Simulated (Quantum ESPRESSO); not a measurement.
```cif
data_Br2F2Pb2
_chemical_formula_sum 'F2 Br2 Pb2'
_space_group_name_H-M_alt 'P 1'
_space_group_IT_number 1
_cell_length_a 4.18506
_cell_length_b 4.18506
_cell_length_c 7.66234
_cell_angle_alpha 90.000
_cell_angle_beta 90.000
_cell_angle_gamma 90.000
loop_
_space_group_symop_operation_xyz
  'x, y, z'
loop_
_atom_site_label
_atom_site_type_symbol
_atom_site_fract_x
_atom_site_fract_y
_atom_site_fract_z
_atom_site_occupancy
F1 F 0.50000 0.50000 0.00000 1
F2 F 0.00000 0.00000 0.00000 1
Br1 Br 0.50000 0.00000 0.65273 1
Br2 Br 0.00000 0.50000 0.34727 1
Pb1 Pb 0.00000 0.50000 0.80940 1
Pb2 Pb 0.50000 0.00000 0.19060 1
```

The geometry is that of Materials Project entry mp-23008, symmetrised and not relaxed again.

Problem. What does PBEsol (Quantum ESPRESSO, PseudoDojo norm-conserving, 84 Ry, scalar-relativistic) give for the electronic structure near the Fermi level?

Solution. The PBEsol gap is direct, 2.42 eV at Z. Spin-orbit coupling is left out; with 6p states at a band edge it can lower the gap by many tenths of an eV, most of a small gap.
